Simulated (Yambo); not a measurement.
Yambo run on CaB2C2 (space group I4/mcm, No. 140). The wavefunctions come from this Quantum ESPRESSO step (PBEsol, PseudoDojo standard norm-conserving files, scalar-relativistic):

```
&CONTROL
  calculation = 'nscf'
  pseudo_dir = './pseudo'
  outdir = './out'
/
&SYSTEM
  ibrav = 0
  nat = 10
  ntyp = 3
  ecutwfc = 82.0
  ecutrho = 328.0
  occupations = 'fixed'
  force_symmorphic = .true.
  nbnd = 120
/
&ELECTRONS
  conv_thr = 1e-08
  diago_full_acc = .true.
  diago_thr_init = 1e-08
/
ATOMIC_SPECIES
B 10.8100 B.upf
C 12.0110 C.upf
Ca 40.0780 Ca.upf
CELL_PARAMETERS angstrom
 -2.674105000000   2.674105000000   3.703925000000
  2.674105000000  -2.674105000000   3.703925000000
  2.674105000000   2.674105000000  -3.703925000000
ATOMIC_POSITIONS crystal
B   0.361500000000   0.861500000000   0.223000000000
B   0.638500000000   0.138500000000   0.777000000000
B   0.861500000000   0.638500000000   0.500000000000
B   0.138500000000   0.361500000000   0.500000000000
C   0.659630000000   0.840370000000   0.500000000000
C   0.340370000000   0.159630000000   0.500000000000
C   0.840370000000   0.340370000000   0.180740000000
C   0.159630000000   0.659630000000   0.819260000000
Ca   0.750000000000   0.750000000000   0.000000000000
Ca   0.250000000000   0.250000000000   0.000000000000
K_POINTS automatic
4 4 4 0 0 0
```

Yambo input:

```
rim_cut
gw0
dyson
el_el_corr
HF_and_locXC
ppa
em1d
RandQpts= 1000000
RandGvec= 1 Ry
EXXRLvcs= 82 Ry
VXCRLvcs= 328 Ry
Chimod= "HARTREE"
% BndsRnXp
 1 | 118 |
%
NGsBlkXp= 6 Ry
% LongDrXp
 1.0 | 1.0 | 1.0 |
%
PPAPntXp= 27.2114 eV
% GbndRnge
 1 | 118 |
%
GTermKind= "BG"
DysSolver= "n"
ExtendOut
% QPkrange
 1 | 1 | 24 | 25 |
 2 | 2 | 24 | 25 |
 3 | 3 | 24 | 25 |
 6 | 6 | 24 | 25 |
 8 | 8 | 24 | 25 |
 13 | 13 | 24 | 25 |
%
```

k points by index: 1 = Γ, 2 = (0, 0, 0.25), 3 = X, 6 = N, 8 = P, 13 = Z.

Resulting energies as the program prints them:

```
#    K-point    Band    Eo [eV]    E [eV]    E-Eo [eV]    Vxc [eV]    Vnlxc [eV]    Sc|Eo [eV]    Sc|E [eV]    dSc/dw|Eo [eV]    Re(Z)    Im(Z)
#
    1    24    -0.160955    -0.303348    -0.142393    -15.48935    -18.68239    3.011906    3.050647    -7.397812    0.786245    -0.001354
    1    25    1.739447    2.263543    0.524096    -10.46746    -5.442432    -4.383697    -4.500933    -6.085643    0.817230    -0.001137
    2    24    0.000000    -0.013299    -0.013299    -12.93537    -13.77791    0.825758    0.829242    -7.100656    0.793054    -0.001339
    2    25    1.417613    1.795578    0.377965    -11.91479    -8.219176    -3.223311    -3.317650    -6.790431    0.800290    -0.001297
    3    24    -0.200425    -0.324783    -0.124358    -13.31159    -14.87242    1.402730    1.436473    -7.379455    0.786662    -0.001330
    3    25    2.702674    3.418945    0.716271    -12.03474    -6.580958    -4.557537    -4.737506    -6.834860    0.799242    -0.002230
    6    24    -0.550552    -0.649665    -0.099112    -12.85281    -14.27950    1.301222    1.327572    -7.227228    0.790137    -0.001991
    6    25    1.988080    2.430418    0.442338    -11.69716    -7.446864    -3.698488    -3.807953    -6.732571    0.801654    -0.001205
    8    24    -1.563300    -1.809585    -0.246285    -12.45015    -14.71538    1.950352    2.018949    -7.576800    0.782200    -0.001179
    8    25    3.510142    4.307345    0.797203    -12.67231    -6.980575    -4.686591    -4.894530    -7.094568    0.793185    -0.003149
    13    24    -0.126634    -0.317419    -0.190785    -14.70068    -17.64267    2.700210    2.751205    -7.269487    0.789171    -0.001308
    13    25    0.616205    1.006448    0.390244    -11.38005    -7.806820    -3.088351    -3.182983    -6.597388    0.804860    -0.001259
```
(The two width columns are left out.) Convergence of these settings isn't established.

Geometry of the Materials Project entry, not relaxed at this level.

The structure is a Materials Project entry; no match was found in the copy of COD used, and its stability was not checked.
